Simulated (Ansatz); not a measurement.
Input:

K$_{2}$S:
```
CELL_PARAMETERS angstrom
      0.00000     3.59534     3.59534
      3.59534     0.00000     3.59534
      3.59534     3.59534     0.00000
ATOMIC_POSITIONS crystal
  K  0.25000 0.25000 0.25000
  K  0.75000 0.75000 0.75000
  S  0.00000 0.00000 0.00000
```

This is the LDA-relaxed structure.

All from LDA in the plane-wave PAW code Ansatz, unless another level is named. Predict the formation energy from the elements (no fitted shifts).

-111 kJ/mol-atom.

Predict the electron effective mass.

0.34 mₑ (isotropic).

And the smallest direct gap on the standard path?

2.62 eV.

Give the weight of the valence-edge state by species (Voronoi cells).

S 85 %, K 15 %.

Space group Fm-3m (anti-fluorite). Symmetry was held in the LDA relaxation; phonons on a q-mesh show no instability. The references are the lowest solids computed at this level, not always the standard phases.

Potentials: the later of the program's two PAW sets.
